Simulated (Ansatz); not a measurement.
Relaxed LiF (rock salt):

```
CELL_PARAMETERS angstrom
      0.00000     4.06787     4.06787
      2.03393     2.03393     4.06787
      2.03393     2.03393     0.00000
ATOMIC_POSITIONS crystal
  F  0.00000 0.00000 0.00000
  F  0.50000 0.00000 0.00000
  Li 0.00000 0.50000 0.50000
  Li 0.50000 0.50000 0.50000
```

The atoms are displaced by Q × the pattern below (from a DFPT mode at X = (0.5, 0.5, 0.0), largest move 1; Q in Å), at fixed cell. It is one choice among 2 degenerate patterns. (q is in reciprocal vectors of the primitive cell; the cell shown is doubled to hold the pattern.)

```tsv
atom	x	y	z
F1	0.000	1.000	0.000
F2	0.000	-1.000	0.000
Li3	0.000	-0.420	0.000
Li4	0.000	0.420	0.000
```

All values below come from PBE (plane waves to 420 eV, PAW, scalar-relativistic; Ansatz, an electronic-structure program). k mesh 14×14×14 (Γ-centred), Fermi-Dirac smearing 0.05 eV. Energies are smeared free energies. Compression counts positive. LiF was relaxed with its symmetry unable to fall. ΔE is measured from the undisplaced structure.

| Q (Å) | P (GPa) | ΔE (eV/cell) |
|---|---|---|
| -0.100 | 0.25 | [?] |
| -0.083 | 0.17 | 0.0297 |
| -0.067 | 0.11 | 0.0190 |
| -0.050 | 0.07 | [?] |
| -0.033 | 0.03 | 0.0047 |
| -0.017 | 0.01 | [?] |
| 0.000 | 0.01 | 0.0000 |
| 0.017 | 0.01 | [?] |
| 0.033 | 0.03 | 0.0047 |
| 0.050 | 0.07 | [?] |
| 0.067 | 0.11 | 0.0190 |
| 0.083 | 0.17 | 0.0297 |
| 0.100 | 0.25 | [?] |

### Question
Fill in the missing entries.

### Answer

- -0.100, ΔE (eV/cell): 0.0428
- -0.050, ΔE (eV/cell): 0.0107
- -0.017, ΔE (eV/cell): 0.0012
- 0.017, ΔE (eV/cell): 0.0012
- 0.050, ΔE (eV/cell): 0.0107
- 0.100, ΔE (eV/cell): 0.0428

(A displaced cell: forces are minus the slopes of the energy, force constants its curvatures, and phonons follow from these.)
